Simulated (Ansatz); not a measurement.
Input:

NaCl:
```xyz
2
Lattice="0.0000 2.8037 2.8037 2.8037 0.0000 2.8037 2.8037 2.8037 0.0000" Properties=species:S:1:pos:R:3 pbc="T T T"
Na     0.0000     0.0000     0.0000
Cl     2.8037     2.8037     2.8037
```

This is the r²SCAN-relaxed structure.

Question: All from the program Ansatz at the r²SCAN level (PAW), unless another level is named. Estimate the Young's modulus.

Answer: 42.5 GPa.

Question: What about the elastic constants (relaxed ions, GPa)?

Answer: C11 = 59.4, C12 = 11.6, C44 = 13.7.

Space group Fm-3m (rock salt). The cell was relaxed with r²SCAN under the symmetry of its start; of distortions, only those at the zone centre were tested.

Potentials: the earlier of the program's two PAW sets.
